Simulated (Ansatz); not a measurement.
**Stability checks on a candidate for CdH6**

The cell was found from a structure generator's guess, not taken from experiment.

Level of theory: DFT PBE, scalar-relativistic, plane waves, PAW in Ansatz. Cutoff 420 eV, Γ-centred 4×4×4 mesh (7-atom cell), Gaussian smearing of 0.02 eV, no spin polarisation.

```cif
data_structure
_symmetry_space_group_name_H-M 'Pm-3m'
_symmetry_Int_Tables_number 221
_cell_length_a 5.9663
_cell_length_b 5.9663
_cell_length_c 5.9663
_cell_angle_alpha 90.000
_cell_angle_beta 90.000
_cell_angle_gamma 90.000
_cell_volume 212.38
loop_
_atom_site_label
_atom_site_type_symbol
_atom_site_symmetry_multiplicity
_atom_site_Wyckoff_symbol
_atom_site_fract_x
_atom_site_fract_y
_atom_site_fract_z
_atom_site_occupancy
Cd1 Cd 1 a 0.00000 0.00000 0.00000 1
H1 H 6 f 0.06288 0.50000 0.50000 1
```

The zero of energy is the elements' standard structures at the same level (H₂ as a molecule); no fitted shifts are applied.

Task: These tests were run: energy against the elements; phonons at Γ. What do they show?

Result:

```
                       test                             result
energy against the elements                     +0.099 eV/atom
               phonons at Γ  imaginary modes down to 176i cm⁻¹
```

It fails 2 tests: energy against the elements and phonons at Γ. So it isn't even a local minimum.

Weakly bound directions are ill-defined at this level, which has no dispersion term. Cd atoms have no neighbour within bonding distance, so such a cell has in effect fallen apart. With hydrogen, zero-point motion can shift formation energies by some tens of meV/atom. The run for the phonons used a 4×4×4 k mesh.
